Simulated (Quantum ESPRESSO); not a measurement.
# NbPd3AlIr2Cu: one composition in several site orders

A calculation, not a measurement. The program is pw.x of Quantum ESPRESSO 7.5 (plane-wave density functional theory). The cell is made up: eight metal atoms on a hexagonal close-packed lattice, with elements, volume, strain and displacements drawn at random and not relaxed, so it may be unstable or far from any real phase. PseudoDojo standard norm-conserving files set the functional (PBE unless stated); there is no spin polarisation or spin-orbit coupling, the Fermi-Dirac width of 0.25 eV means electrons at about 2900 K, and the masses in the input are unused placeholders. The copper pseudopotential is less sure than most, with forces differing by about three percent and pressure by about two GPa from a second method on plain copper. Heavy elements are run without spin-orbit coupling, which real alloys of them have. A spin test at this wide smearing found no moment, but such smearing suppresses magnetism that the real alloy may have.

The runs put one composition on the sites in different orders. Cell, positions, cutoff, mesh and smearing stay as in the input of run 1; sites are counted in its order. Stress in the tables is positive in tension.

Input of run 1:

```
&control calculation='scf', pseudo_dir='./dojo.nc.sr.pbe.v0_5.standard.upf', outdir='./o', disk_io='minimal', tprnfor=.true., tstress=.true. /
&system ibrav=0, nat=8, ntyp=5, nbnd=78, ecutwfc=92.02030273, nosym=.true., tot_charge=0,
 occupations='smearing', smearing='fd', degauss=0.0183746611
/
&electrons conv_thr=1.470e-08, electron_maxstep=70, mixing_beta=0.5 /
ATOMIC_SPECIES
Al 1.0 Al.upf
Cu 1.0 Cu.upf
Ir 1.0 Ir.upf
Nb 1.0 Nb.upf
Pd 1.0 Pd.upf
CELL_PARAMETERS angstrom
2.5971 -0.0415 4.3235
2.6896 0.043 -4.3804
-2.6421 4.7317 -0.0166
ATOMIC_POSITIONS angstrom
Nb -0.0611 -0.0697 0.0298
Pd -1.3267 2.3311 -0.079
Al 2.5656 1.5544 -2.2665
Ir 1.3761 3.9817 -2.1697
Ir 2.6459 0.1106 -0.028
Pd 1.3212 2.4036 -0.0688
Pd 2.5812 1.5273 2.0924
Cu 1.3513 3.9159 2.0711
K_POINTS automatic
6 6 5 1 1 1
```

| run | elements on sites 1 to 8 | free energy less that of run 1 (eV) | -TS (eV) | pressure (GPa) | stress xx (GPa) | stress yy (GPa) | stress zz (GPa) | stress yz (GPa) | stress xz (GPa) | stress xy (GPa) | iterations |
| --- | --- | --- | --- | --- | --- | --- | --- | --- | --- | --- | --- |
| 1 | Nb Pd Al Ir Ir Pd Pd Cu | 0.000 | -1.037 | 24.33 | -21.99 | -24.11 | -26.88 | -5.43 | 0.18 | -2.64 | 16 |
| 2 | Pd Ir Al Pd Ir Nb Pd Cu | 0.256 | -1.124 | 25.12 | -24.76 | -20.89 | -29.71 | -4.04 | 3.21 | -3.61 | 18 |
| 3 | Ir Al Cu Pd Pd Ir Pd Nb | 0.140 | -1.080 | 24.85 | -24.36 | -22.51 | -27.67 | 0.62 | -4.33 | -2.28 | 15 |
| 4 | Pd Cu Ir Pd Nb Ir Pd Al | 0.615 | -1.182 | 25.23 | -26.47 | -19.23 | -29.99 | -2.01 | -7.09 | -1.56 | 15 |
| 5 | Ir Al Pd Cu Nb Ir Pd Pd | 0.269 | -1.141 | 25.39 | -22.35 | -25.38 | -28.42 | -2.99 | 0.32 | -5.81 | 17 |
| 6 | Nb Ir Al Cu Pd Ir Pd Pd | 0.226 | -1.112 | 25.06 | -26.14 | -19.93 | -29.10 | -5.47 | -1.43 | 0.76 | 17 |

Forces Fx Fy Fz (eV/Å):

| site | run 1 | run 2 | run 3 | run 4 | run 5 | run 6 |
| --- | --- | --- | --- | --- | --- | --- |
| 1 | 1.55 0.53 -1.17 | 1.78 1.12 0.55 | 2.22 1.25 0.34 | 1.81 0.71 -0.18 | 1.53 0.77 -0.95 | 1.52 0.31 -1.55 |
| 2 | 0.45 1.17 0.15 | 0.41 1.21 0.23 | 0.09 -0.14 1.03 | 0.17 0.95 -0.12 | 0.59 1.29 0.11 | 0.35 1.00 0.81 |
| 3 | 0.35 0.97 1.22 | 0.58 -0.44 -0.19 | 0.85 0.67 -0.35 | 0.62 0.48 0.78 | 1.32 1.10 -0.12 | 0.38 1.21 1.24 |
| 4 | -0.48 -0.33 -1.48 | -0.19 -0.72 -1.51 | -0.28 -0.56 -1.72 | -0.37 -1.18 -1.59 | -0.12 -0.48 -0.74 | -0.27 -0.61 -0.77 |
| 5 | -0.79 -2.12 -0.76 | -1.34 -1.69 -1.07 | -0.71 -0.87 -0.52 | -0.64 -0.24 -0.97 | -1.11 -1.70 -0.12 | -0.94 -1.94 -1.16 |
| 6 | -0.83 -0.47 0.45 | -0.76 0.15 0.53 | -1.11 -0.73 0.64 | -1.11 -0.41 0.93 | -0.83 -0.31 -0.38 | -0.78 -0.28 -0.95 |
| 7 | 0.30 0.44 0.72 | 0.06 0.41 0.54 | -0.21 0.69 0.94 | -0.12 0.81 0.59 | -0.39 0.24 0.70 | 0.17 0.34 0.96 |
| 8 | -0.55 -0.18 0.87 | -0.54 -0.03 0.93 | -0.86 -0.30 -0.35 | -0.36 -1.11 0.55 | -1.00 -0.92 1.49 | -0.45 -0.04 1.42 |

The sites are displaced and not relaxed, so the energy differences mix bonding between neighbours with strain and are not ordering energies. A rerun of one cell of this series at a higher cutoff and on a denser mesh moved values by no more than 0.003 eV in energy, 0.07 GPa in stress and 0.004 eV/Å in force, and a second program with other atomic files agreed on that cell to 2 % rms in force and 0.5 GPa in pressure.